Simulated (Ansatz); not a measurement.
BaHI:
```
CELL_PARAMETERS angstrom
      4.74042     0.00000     0.00000
      0.00000     4.74042     0.00000
      0.00000     0.00000     7.81913
ATOMIC_POSITIONS crystal
  Ba 0.50000 0.00000 0.82800
  Ba 0.00000 0.50000 0.17200
  H  0.50000 0.50000 0.00000
  H  0.00000 0.00000 0.00000
  I  0.00000 0.50000 0.66045
  I  0.50000 0.00000 0.33955
```

This is the r²SCAN-relaxed structure.

### Question
All from DFT-r²SCAN in the program Ansatz with PAW potentials, unless another level is named. Estimate the HSE06 gap on the r²SCAN cell.

### Answer
3.66 eV.

### Question
And the hole effective mass with spin–orbit coupling?

### Answer
0.46, 0.90, 0.90 mₑ (principal values).

### Question
Next, the band gap?

### Answer
3.19 eV (direct).

### Question
And the weight of the conduction-edge state by species (Voronoi cells)?

### Answer
Ba 40 %, I 34 %, H 26 %.

Space group P4/nmm. The first step of the workflow began from a Materials Project structure, measured or hypothetical; the Crystallography Open Database files this formula in space group No. 129, but the cells were not matched. Its standing as an ambient phase is unchecked. The cell was relaxed with r²SCAN under the symmetry of its start; of distortions, only those at the zone centre were tested. Scalar-relativistic: spin–orbit coupling is off unless named, which matters more the heavier the elements.

Potentials: the later of the program's two PAW sets.
